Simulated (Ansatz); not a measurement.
According to the program Ansatz at the LDA level (PAW), LiNbO$_{3}$ in the trigonal phase (R3c; Li on 6a, Nb on 6a, O on 18b) relaxes to a = 5.067 Å, c = 13.687 Å. Its formation energy from the elements is -262 kJ/mol-atom, with no fitted shifts.

It is gapped at this level: 3.49 eV (indirect). The electron mass is 0.70, 1.9, 2.1 mₑ (principal values). The hole mass is 1.5, 2.6, 4.1 mₑ (principal values).

An equation-of-state fit gives a bulk modulus of 123 GPa. The relaxed-ion elastic constants in GPa are C11 = 219, C12 = 68.1, C13 = 80.3, C14 = 3.9, C33 = 255, C44 = 73.0. The elastic constants imply a Debye temperature near 602 K. Perturbation theory gives ε∞ = 5.58 (xx = yy), 5.51 (zz). Letting the ions move raises it to ε0 = 44.2 (xx = yy), 30.3 (zz). Born charges are Li +1.13, Nb +7.21, O -2.78 e. Without the LO–TO term the highest mode at Γ lies at 890 cm⁻¹.

The cell was relaxed with LDA under the symmetry of its start. No spin polarisation was allowed. The references are the lowest solids computed at this level, not always the standard phases (solids in place of the gases). Spin–orbit coupling is left out wherever it is not named.

Potentials: the later of the program's two PAW sets.
